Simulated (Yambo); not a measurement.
G0W0@PBEsol for PbBrF (space group P4/nmm, No. 129) in Yambo. Reference settings: 2×2×2 Γ-centred k mesh, 196 bands and a 7 Ry block in the screening, 196 bands in G with the Bruneval-Gonze terminator, plasmon pole fitted at 27.2 eV. The PBEsol gap Z → Z on this mesh is 2.42 eV; G0W0 gaps are taken between the same points.

The settings were changed. The gap went from 3.68 eV to 3.41 eV, and the shift of the valence edge from -0.97 eV to -0.33 eV.

Name the change that produced these shifts.
A) 78 bands in G
B) wavefunctions cut at 25 Ry
C) no terminator
D) 78 bands in G, no terminator

D, 78 bands in G, no terminator. The others gave (gap, valence shift): no terminator: 3.63, -0.84 eV; 78 bands in G: 3.65, -0.88 eV; wavefunctions cut at 25 Ry: 3.68, -0.97 eV.

The standard potential for Pb keeps a d shell in the valence without the s and p states of that shell. In tests on such compounds this moved G0W0 gaps by up to about 0.9 eV, so absolute quasiparticle energies here are unreliable; differences between settings are what counts.

Spin-orbit coupling is not included.

Geometry of the Materials Project entry, not relaxed at this level; primitive cell a = 4.185 Å, b = 4.185 Å, c = 7.662 Å, α = 90.00°, β = 90.00°, γ = 90.00°.

A shift is the quasiparticle energy of the state minus its PBEsol energy.
